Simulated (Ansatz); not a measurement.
Density of states of a Si$_{5}$C$_{3}$ cell (elements on a diamond lattice, relaxed), per eV and atom, broadened by Gaussian smearing of width 0.1 eV and averaged over bins of 0.4 eV, from 8 eV under the Fermi level at most up to where the solved bands end.

The calculation used DFT PBE, scalar-relativistic, plane waves, PAW (Ansatz 0.2.0).

Plane waves to 420 eV, a k mesh through Γ of 6×6×6 on the computed 16-atom cell and Gaussian smearing (0.10 eV); no spin polarisation.

```
CELL_PARAMETERS angstrom
-4.67935 4.67989 -0.00013
-4.67917 0.00005 4.67892
0.03594 4.71570 4.71491
ATOMIC_POSITIONS crystal
C 0.98872 0.99115 0.02989
C 0.49892 0.99591 0.00496
C 0.99394 0.50092 0.00502
C 0.49888 0.50099 0.00496
C 0.50000 0.50151 0.49759
C 0.88876 0.89215 0.32814
Si 0.98398 0.98599 0.48658
Si 0.54124 0.98645 0.48666
Si 0.98378 0.54465 0.48653
Si 0.39505 0.85302 0.35520
Si 0.85148 0.39712 0.35525
Si 0.86068 0.86275 0.90775
Si 0.39484 0.39756 0.35520
Si 0.36736 0.86281 0.90782
Si 0.86066 0.36968 0.90770
Si 0.37204 0.37400 0.88071
```

```csv
E − E_F (eV),total,Si 3p,C 2p,Si 3s,C 2s
-7.85,0.327,0.084,0.111,0.107,0.023
-7.45,0.210,0.055,0.074,0.061,0.019
-7.05,0.215,0.060,0.075,0.064,0.015
-6.65,0.191,0.051,0.079,0.049,0.011
-6.25,0.245,0.082,0.108,0.039,0.014
-5.85,0.344,0.137,0.150,0.038,0.017
-5.45,0.384,0.170,0.170,0.029,0.011
-5.05,0.481,0.199,0.228,0.036,0.014
-4.65,0.541,0.218,0.265,0.041,0.012
-4.25,0.505,0.199,0.268,0.025,0.009
-3.85,0.464,0.197,0.223,0.030,0.009
-3.45,0.525,0.221,0.262,0.028,0.008
-3.05,0.382,0.164,0.185,0.022,0.006
-2.65,0.357,0.173,0.153,0.019,0.006
-2.25,0.244,0.139,0.089,0.009,0.004
-1.85,0.324,0.214,0.087,0.012,0.005
-1.45,0.373,0.243,0.109,0.010,0.003
-1.05,0.275,0.168,0.091,0.006,0.002
-0.65,0.183,0.108,0.065,0.003,0.001
-0.25,0.066,0.037,0.026,0.000,0.000
0.15,0.027,0.012,0.003,0.002,0.006
0.55,0.103,0.045,0.011,0.010,0.022
0.95,0.182,0.078,0.023,0.019,0.035
```

The columns after the total are the largest Löwdin projections on the valence shells of the potentials, so they needn't add up, and the weight of a shell that a potential lacks goes to other orbitals. The cell has a gap on the mesh of 0.18 eV.

Cost: 2 runs of about 1.2 core-minutes in all (earlier runs that led there not counted), on AMD EPYC 9R45 (Zen 5) (shared hosts).